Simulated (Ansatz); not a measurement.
BC₃:
```cif
data_C12B4
_chemical_formula_sum 'B4 C12'
_space_group_name_H-M_alt 'P 1'
_space_group_IT_number 1
_cell_length_a 5.16026
_cell_length_b 5.16026
_cell_length_c 6.57801
_cell_angle_alpha 90.000
_cell_angle_beta 90.000
_cell_angle_gamma 120.020
loop_
_space_group_symop_operation_xyz
  'x, y, z'
loop_
_atom_site_label
_atom_site_type_symbol
_atom_site_fract_x
_atom_site_fract_y
_atom_site_fract_z
_atom_site_occupancy
B1 B 0.92546 0.07454 0.75000 1
C1 C 0.75096 0.24904 0.75000 1
B2 B 0.74106 0.25894 0.25000 1
C2 C 0.09048 0.43333 0.25000 1
C3 C 0.43333 0.09048 0.75000 1
C4 C 0.27473 0.24915 0.75000 1
C5 C 0.24915 0.27473 0.25000 1
C6 C 0.56675 0.43325 0.25000 1
C7 C 0.43325 0.56675 0.75000 1
B3 B 0.25894 0.74106 0.75000 1
C8 C 0.24904 0.75096 0.25000 1
C9 C 0.56667 0.90952 0.25000 1
C10 C 0.90952 0.56667 0.75000 1
C11 C 0.75085 0.72527 0.75000 1
C12 C 0.72527 0.75085 0.25000 1
B4 B 0.07454 0.92546 0.25000 1
```

Relaxed with PBE+D3(BJ).

**Question.** Which orbitals make up the states near the Fermi level in plane-wave PAW PBE+D3(BJ) (Ansatz code)?

**Answer.** Within 0.5 eV of the Fermi level: C 2p 75 %, B 2p 24 %. Projections are on Löwdin-orthogonalised atomic valence shells; empty p or d shells of many metals are not among them.

**Question.** Tabulate the density of states.

**Answer.** States/eV per cell of 16 atoms, in 0.25 eV bins, energy from the Fermi level.

```csv
E (eV),total,C 2p,B 2p,C 2s
-7.85,0.91,0.65,0.05,0.07
-7.60,0.97,0.69,0.06,0.08
-7.35,1.61,0.96,0.09,0.21
-7.10,2.50,1.61,0.24,0.26
-6.85,3.46,2.34,0.39,0.32
-6.60,5.19,3.61,0.61,0.48
-6.35,2.52,1.71,0.23,0.25
-6.10,3.96,2.89,0.25,0.33
-5.85,6.03,4.46,0.44,0.47
-5.60,3.56,2.73,0.31,0.22
-5.35,5.62,4.17,0.58,0.43
-5.10,6.40,4.74,0.74,0.48
-4.85,5.34,4.31,0.48,0.26
-4.60,3.51,2.80,0.35,0.15
-4.35,2.70,2.06,0.40,0.09
-4.10,7.23,5.33,1.06,0.31
-3.85,5.72,4.44,0.78,0.13
-3.60,5.12,4.17,0.72,0.10
-3.35,5.77,3.57,1.46,0.61
-3.10,4.12,2.68,1.05,0.29
-2.85,6.38,4.58,1.51,0.19
-2.60,13.23,9.27,3.44,0.30
-2.35,6.92,5.08,1.54,0.18
-2.10,4.84,3.56,1.02,0.15
-1.85,4.94,3.69,1.01,0.13
-1.60,5.91,4.55,1.14,0.13
-1.35,7.41,5.72,1.46,0.13
-1.10,7.96,6.41,1.37,0.11
-0.85,7.56,6.44,1.00,0.07
-0.60,4.69,3.84,0.77,0.05
-0.35,3.40,2.68,0.67,0.03
-0.10,2.03,1.48,0.54,0.02
0.15,0.27,0.14,0.13,0.00
0.40,0.40,0.21,0.19,0.00
0.65,0.95,0.50,0.45,0.00
0.90,3.17,1.66,1.49,0.00
1.15,3.60,1.91,1.66,0.00
1.40,3.09,1.68,1.39,0.00
1.65,2.31,1.26,1.04,0.00
1.90,1.44,0.82,0.61,0.00
2.15,0.59,0.40,0.19,0.00
2.40,0.04,0.03,0.01,0.00
2.65,0.28,0.19,0.08,0.00
2.90,0.54,0.39,0.14,0.00
3.15,0.89,0.66,0.21,0.00
3.40,2.26,1.76,0.42,0.00
3.65,4.85,4.00,0.64,0.00
3.90,3.79,3.20,0.43,0.00
4.15,2.94,2.51,0.32,0.00
4.40,2.16,1.62,0.45,0.00
4.65,1.70,0.95,0.66,0.00
4.90,1.83,0.92,0.81,0.00
```

Space group Cmcm. The start of the workflow was typed in or built on a structure type; neither database checked (COD, Materials Project) lists it. Whether it is the stable phase at ambient conditions was not checked. Symmetry was held in the PBE+D3(BJ) relaxation; whether a distortion lowers the energy is not shown. Its formation energy is positive at this level, so the cell may be metastable or incomplete.

Potentials: the earlier of the program's two PAW sets.
